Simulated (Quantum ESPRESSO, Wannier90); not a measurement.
Wannier functions of BeS (zinc blende)

```xyz
2
Lattice="0.0000 2.4352 2.4352 2.4352 0.0000 2.4352 2.4352 2.4352 0.0000" Properties=species:S:1:pos:R:3 pbc="T T T"
Be     0.0000     0.0000     0.0000
S      1.2176     1.2176     1.2176
```

Materials Project entry mp-422; symmetrised, unrelaxed at this level. COD (Crystallography Open Database) has an entry of this formula and space group (matched by these alone). Method: PBEsol plane waves in Quantum ESPRESSO 7.5 (PseudoDojo norm-conserving files, 71 Ry, no spin polarisation, no spin-orbit coupling), Bloch states on a 12×12×12 mesh through Γ, Wannier90 4.0.1. Density: 12×12×12 mesh, cold smearing 0.01 Ry.

A tight-binding model is made by disentanglement and projection with no localisation steps (num_iter = 0), so the 8 orbitals stay atom-like: hydrogen-like Be: s;p; S: s;p, axes along x, y, z; frozen window up to 4.46 eV relative to the valence-band maximum. It follows pw.x to 6.2 meV rms for states up to 4.0 eV relative to the valence-band maximum. Matrix elements depend on this choice of orbitals and windows.

Q: What are the on-site energies relative to the valence-band maximum, and how fast do the hoppings decay?

A: 
```
atom  orbitals  energy (eV)
----  --------  -----------
Be1          s         3.98
Be1   pz px py         5.63
S2           s        -8.61
S2    pz px py         0.64
```

```csv
distance of the centres (Å),largest modulus (eV)
2–3,2.0
3–4,0.66
4–5,0.092
5–6,0.097
6–7,0.021
7–8,0.011
8–9,0.0074
9–10,0.0088
10–11,0.0090
11–12,0.0037
12–13,0.0042
```
